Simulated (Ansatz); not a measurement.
Given:

Zn2GeO4:
Space group Fd-3m, origin choice 1 (No. 227); a = 8.3291 Å, b = 8.3291 Å, c = 8.3291 Å, α = 90.00°, β = 90.00°, γ = 90.00°

```
atom  site  symmetry       x       y       z
----  ----  --------  ------  ------  ------
Zn     16c      .-3m  0.1250  0.1250  0.1250
Ge      8b      -43m  0.5000  0.5000  0.5000
O      32e       .3m  0.3764  0.3764  0.3764
```
(The calculation used a cell of 14 atoms; values per cell refer to that cell.)

This is the r²SCAN-relaxed structure.

Task: All from DFT-r²SCAN in the program Ansatz with PAW potentials, unless another level is named. Predict the Young's modulus.

Result: 199 GPa.

Task: And the elastic constants (relaxed ions, GPa)?

Result: C11 = 268, C12 = 159, C44 = 92.6.

A made-up cell: these elements were put on the sites of a structure type; neither database checked (COD, Materials Project) lists it. COD files the formula under space group No. 95, 148. Its standing as an ambient phase is unchecked. The cell was relaxed with r²SCAN under the symmetry of its start; its stability against distortions is not shown here.

Potentials: the earlier of the program's two PAW sets.
